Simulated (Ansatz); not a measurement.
Ni₃Sn₄:
```yaml
crystal:
  lattice:
    - [6.09114, 2.02981, 0.00000]
    - [-6.09114, 2.02981, 0.00000]
    - [-1.35704, 0.00000, 5.02411]
  atoms:
    - { symbol: Ni, position: [0.00000, 0.00000, 0.00000] }
    - { symbol: Ni, position: [0.78449, 0.21551, 0.66391] }
    - { symbol: Ni, position: [0.21551, 0.78449, 0.33609] }
    - { symbol: Sn, position: [0.57264, 0.42736, 0.31401] }
    - { symbol: Sn, position: [0.42736, 0.57264, 0.68599] }
    - { symbol: Sn, position: [0.82783, 0.17217, 0.18750] }
    - { symbol: Sn, position: [0.17217, 0.82783, 0.81250] }
```

Relaxed with r²SCAN. Special points in fractions of this cell's reciprocal vectors: Γ (0.000, 0.000, 0.000); C (0.280, 0.280, 0.000); C2 (-0.280, 0.720, 0.000); Y2 (-0.500, 0.500, 0.000); M2 (-0.500, 0.500, 0.500); D (-0.262, 0.738, 0.500); D2 (0.262, 0.262, 0.500); A (0.000, 0.000, 0.500); L2 (0.000, 0.500, 0.500); V2 (0.000, 0.500, 0.000).

Question: List the band energies nearest the Fermi level at these points for plane-wave PAW r²SCAN (Ansatz code).

Answer: In eV from the Fermi level; about four levels below and three above (degenerate sets whole), none deeper than 8.9 eV; points with the same levels are listed once.

| k | below | above |
|---|---|---|
| Γ | -1.33 -0.85 -0.32 -0.31 | 0.53 0.96 2.01 |
| C | -1.32 -1.14 -0.94 -0.54 | 0.74 1.20 1.49 |
| Y2 | -1.33 -1.19 -1.07 -0.73 | 0.27 0.97 1.87 |
| M2 | -1.65 -1.55 -1.53 -1.01 | 0.54 0.73 0.92 |
| D | -1.26 -1.25 -1.08 -0.91 | 0.21 0.78 2.04 |
| A | -1.46 -1.26 -1.09 -0.16 | 0.15 1.16 1.66 |
| L2 | -1.29 -1.20 -0.50 -0.27 | 0.41 2.79 3.09 |
| V2 | -1.44 -1.13 -0.99 -0.54 | 0.37 1.04 2.49 |

Space group C2/m. The workflow started from a Materials Project entry (that database holds measured and hypothetical structures alike); the Crystallography Open Database files this formula in space group No. 12, but the cells were not matched. Its standing as an ambient phase is unchecked. Symmetry was held in the r²SCAN relaxation; its stability against distortions is not shown here. No spin polarisation was allowed. Spin–orbit coupling is left out wherever it is not named.

Potentials: the earlier of the program's two PAW sets.
